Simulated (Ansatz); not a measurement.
LaBiS₂O:
```cif
data_Bi2La2O2S4
_chemical_formula_sum 'La2 Bi2 S4 O2'
_space_group_name_H-M_alt 'P 1'
_space_group_IT_number 1
_cell_length_a 4.03183
_cell_length_b 4.03183
_cell_length_c 14.02545
_cell_angle_alpha 90.000
_cell_angle_beta 90.000
_cell_angle_gamma 90.000
loop_
_space_group_symop_operation_xyz
  'x, y, z'
loop_
_atom_site_label
_atom_site_type_symbol
_atom_site_fract_x
_atom_site_fract_y
_atom_site_fract_z
_atom_site_occupancy
La1 La 0.50000 0.00000 0.58919 1
La2 La 0.00000 0.50000 0.41081 1
Bi1 Bi 0.00000 0.50000 0.86920 1
Bi2 Bi 0.50000 0.00000 0.13080 1
S1 S 0.50000 0.00000 0.89031 1
S2 S 0.00000 0.50000 0.10969 1
S3 S 0.00000 0.50000 0.69178 1
S4 S 0.50000 0.00000 0.30822 1
O1 O 0.00000 0.00000 0.50000 1
O2 O 0.50000 0.50000 0.50000 1
```

Relaxed with r²SCAN+D4. DFT-r²SCAN+D4 in the program Ansatz with PAW potentials gives a gap of 1.05 eV.

What gap does HSE06 give on the same cell (Ansatz, PAW)?

1.27 eV, 0.22 eV more. The hybrid was solved on a coarser mesh and at special points; its gap is the smallest among all of these.

```tsv
k	v1 r²SCAN+D4	c1 r²SCAN+D4	v1 HSE06	c1 HSE06
Γ	-0.19	3.81	(withheld)	(withheld)
Z	-0.20	3.83	-0.47	4.33
M	-0.99	4.14	(withheld)	(withheld)
A	-1.09	4.10	-1.31	4.54
R	-0.04	1.09	(withheld)	(withheld)
X	-0.03	1.08	(withheld)	(withheld)
```

Top valence (v1) and lowest conduction level (c1) in eV from each method's valence maximum (which need not be a listed point): supply the withheld HSE06 values.


- Γ, v1 HSE06: -0.45
- Γ, c1 HSE06: 4.40
- R, v1 HSE06: -0.04
- R, c1 HSE06: 1.31
- X, v1 HSE06: -0.03
- X, c1 HSE06: 1.30
- M, v1 HSE06: -1.21
- M, c1 HSE06: 4.60

Cost on shared cores: the r²SCAN+D4 run (SCF on a 7×7×2 mesh, then bands and DOS) roughly 6 core-minutes, the HSE06 run (SCF on 4×4×2, then a few points) very roughly 12 core-minutes; the tasks are unlike.

Space group P4/nmm. The first step of the workflow began from a Materials Project structure, measured or hypothetical; the Crystallography Open Database copy checked does not list it. Its standing as an ambient phase is unchecked. The cell was relaxed with r²SCAN+D4 under the symmetry of its start. At this level the phase is dynamically unstable (imaginary phonons). Scalar-relativistic: spin–orbit coupling is off unless named, which matters more the heavier the elements.

Potentials: the earlier of the program's two PAW sets.
